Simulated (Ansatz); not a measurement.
KLuS2 in space group R-3m (No. 166; Lu on 3b, K on 3a, S on 6c), plane-wave PAW PBEsol (Ansatz code), all energies at zero smearing, with the estimated change up to a 700 eV cutoff added, with one set of potentials and settings (totals compare only within such a set). Cell of 4 atoms (1 Lu, 1 K, 2 S): -17904.851 eV.

| element | reference phase | E (eV/atom) |
|---|---|---|
| Lu | P6_3/mmc, 2 atoms in the cell | -14611.4863 |
| K | Im-3m, 1 atoms in the cell | -1516.0300 |
| S | Fddd, 32 atoms in the cell | -884.8920 |

Formation energy per atom, worked out: (-17904.851 − 1×(-14611.4863) − 1×(-1516.0300) − 2×(-884.8920))/4 = -1.888 eV/atom (-182 kJ per mol of atoms), at 0 K, without zero-point energy or fitted corrections.

The workflow started from an entry of the Crystallography Open Database (COD, 301 K). Whether it is the stable phase at ambient conditions was not checked. The cell was relaxed with PBEsol under the symmetry of its start; of distortions, only those at the zone centre were tested. The references are the lowest solids computed at this level, not always the standard phases. Spin–orbit coupling is left out wherever it is not named.

Potentials: the later of the program's two PAW sets.
